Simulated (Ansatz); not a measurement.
Sc3Al (P6_3/mmc): electronic heat capacity from the density of states

These are results of DFT r2SCAN, scalar-relativistic, plane waves, PAW in Ansatz 0.2.0, not measurements.

Settings: cutoff 500 eV, Γ-centred mesh 6×6×8 on the computed 8-atom cell, Gaussian smearing of 0.10 eV; collinear spin from starting moments 0.41 0.41 0.41 0.41 0.41 0.41 0 0 μB.

Relaxed cell: P6_3/mmc, a = 6.301 Å, b = 6.301 Å, c = 5.075 Å, α = 90.00°, β = 90.00°, γ = 120.00°, 8 atoms in the primitive cell. Whether it is the stable form of this composition wasn't checked.

The density of states at the Fermi level is 6.474 states/eV in the cell of 8 atoms (2 formula units; both spins, tetrahedra on a 9×9×12 mesh). The run ends with a moment of 3.23 μB a cell (largest on a site 0.37 μB), and the figure is for this state; a paramagnetic sample can have a quite different one. Another magnetic order, if the compound takes it, can change N(E_F) and the shape of the cell a good deal.

Q: What Sommerfeld coefficient does this give?

A: Per formula unit N(E_F) = 3.237 states/eV. γ = (π²/3) k_B² N(E_F) N_A = 2.357 mJ/(mol K²) per state/eV, so γ = 7.6 mJ/(mol K²), a mole of formula units. This is the bare band result: a measured γ of the same phase and magnetic order is as a rule larger by a factor 1 + λ from phonons and spin fluctuations. N(E_F) at one energy is sensitive to the mesh where the density of states has sharp peaks.

The state reached may not be the lowest one.

Only this magnetic start was tried.

Cost: 1 run of about 7.2 core-minutes, on Intel Xeon Platinum 8259CL (Skylake/Cascade Lake) (shared hosts).